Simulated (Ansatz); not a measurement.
CdSe in space group P4_2/mmc (No. 131; Cd on 2c, Se on 2e) under volume change, the program Ansatz at the PBE level (PAW), shape and atoms relaxed at each volume.

```csv
V (Å³/atom),E − E(relaxed) (meV/atom),P (GPa)
28.047,31.9,4.02
28.972,13.4,2.44
29.897,3.2,1.13
30.821,0.0,0.00
31.746,2.9,-1.00
32.671,11.2,-1.85
33.595,24.0,-2.57
```

### Question
What does a third-order Birch–Murnaghan fit give for V₀, B₀ and B′?

### Answer
V₀ = 30.81 Å³/atom, B₀ = 35.3 GPa, B′ = 4.0.

A made-up cell: these elements were put on the sites of a structure type; neither database checked (COD, Materials Project) lists it. It is not the phase usual at ambient conditions (space group No. 186, 216). The PBE relaxation kept the symmetry of its start; whether a distortion lowers the energy is not shown.

Potentials: the later of the program's two PAW sets.
